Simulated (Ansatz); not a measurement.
BeTe (zinc blende, space group No. 216), plane-wave PAW r²SCAN (Ansatz code). The conduction-band minimum lies at X, with 3 equivalent valleys. Second derivatives d²E/dk² of the lowest band at one valley (eV·Å²), along Cartesian directions:

```tsv
direction	d²E/dk²
[100]	3.713
[010]	30.35
[001]	30.35
[110]	17.03
[101]	17.03
[011]	30.25
```

### Question
Find the principal effective masses, the density-of-states mass and the conductivity mass.

### Answer
Off-diagonal terms follow from H_xy = H[110] − (H_xx + H_yy)/2, and m*/mₑ = 7.620 eV·Å² over each eigenvalue: 0.25, 0.25, 2.1. One valley's DOS mass (m₁m₂m₃)^(1/3) = 0.51, conductivity mass 3/(Σ 1/mᵢ) = 0.35 mₑ.

### Question
What effective density of states Nc follows at 300 K for parabolic valleys?

### Answer
Nc = 2.509e19 × 3 × (0.51)^(3/2) ≈ 2.7e19 cm⁻³.

### Question
With the computed static dielectric constant 8.18 (mean of the diagonal), estimate a hydrogenic donor's binding energy and radius.

### Answer
E = 13.606 eV × 0.35/8.18² ≈ 71 meV; a = 0.529 Å × ε/m* ≈ 12 Å. Semilocal masses tend to be too small where the gap is.

### Question
With ε∞ = 6.88 and ω_LO = 497 cm⁻¹, what Fröhlich coupling constant follows?

### Answer
α = (1/ε∞ − 1/ε0) √(m* × 13.606 eV/ħω_LO) = 0.20.

Space group F-43m (zinc blende). The cell was relaxed with r²SCAN under the symmetry of its start; of distortions, only those at the zone centre were tested. Spin–orbit coupling is left out wherever it is not named.

Potentials: the later of the program's two PAW sets.
